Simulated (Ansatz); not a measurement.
Consider the following.

YTe:
```
YTe
1.0
    0.00000     3.03969     3.03969
    3.03969     0.00000     3.03969
    3.03969     3.03969     0.00000
Y Te
1 1
Direct
  0.50000   0.50000   0.50000
  0.00000   0.00000   0.00000
```

This is the PBEsol-relaxed structure.

**Question.** All from DFT-PBEsol in the program Ansatz with PAW potentials, unless another level is named. Predict the electronic character.

**Answer.** metallic (no gap).

**Question.** Predict the density of states at the Fermi level.

**Answer.** 0.58 states/eV per atom (mean over ±0.08 eV).

**Question.** What about the formation energy from the elements (no fitted shifts)?

**Answer.** -1.38 eV/atom.

**Question.** What about the gap with spin–orbit coupling?

**Answer.** none (metallic).

Space group Fm-3m (rock salt). The workflow started from an entry of the Crystallography Open Database (COD). Its standing as an ambient phase is unchecked. The PBEsol relaxation kept the symmetry of its start; of distortions, only those at the zone centre were tested. No spin polarisation was allowed. With an odd number of electrons in the cell and no spin polarisation, the count alone makes it a metal. The references are the lowest solids computed at this level, not always the standard phases. Scalar-relativistic: spin–orbit coupling is off unless named, which matters more the heavier the elements.

Potentials: the later of the program's two PAW sets.
